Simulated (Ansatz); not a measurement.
Values for one crystal, relaxed and computed with r²SCAN in the plane-wave PAW code Ansatz; other levels are named.

| Item | Value |
|---|---|
| Volume per atom | 23.64 Å³ |
| Electronic character | metallic (no gap) |
| Gap with spin–orbit coupling | none (metallic) |
| Elastic constants (relaxed ions, GPa) | C11 = 127, C12 = 31.4, C44 = 11.3 |
| Hill bulk and shear moduli | 63.3 and 21.1 GPa |
| Pressure derivative B′ | 4.9 |
| Debye temperature from the elastic constants | 207 K |

### Question
Which compound is it?
A) GaAs, Pa-3 (Ga on 8c, As on 8c)
B) GaSb, rock salt
C) CdTe, rock salt
D) GaN, P-6m2 (Ga on 1a, N on 1f)

### Answer
B, GaSb, rock salt

Space group Fm-3m (rock salt). The start of the workflow was typed in or built on a structure type; neither database checked (COD, Materials Project) lists it. It is not the phase usual at ambient conditions (space group No. 216). The r²SCAN relaxation kept the symmetry of its start; its stability against distortions is not shown here. As this level gives no gap, shear constants depend on the k-mesh and smearing (Fermi–Dirac, 0.1 eV here). Scalar-relativistic: spin–orbit coupling is off unless named, which matters more the heavier the elements.

Potentials: the earlier of the program's two PAW sets.
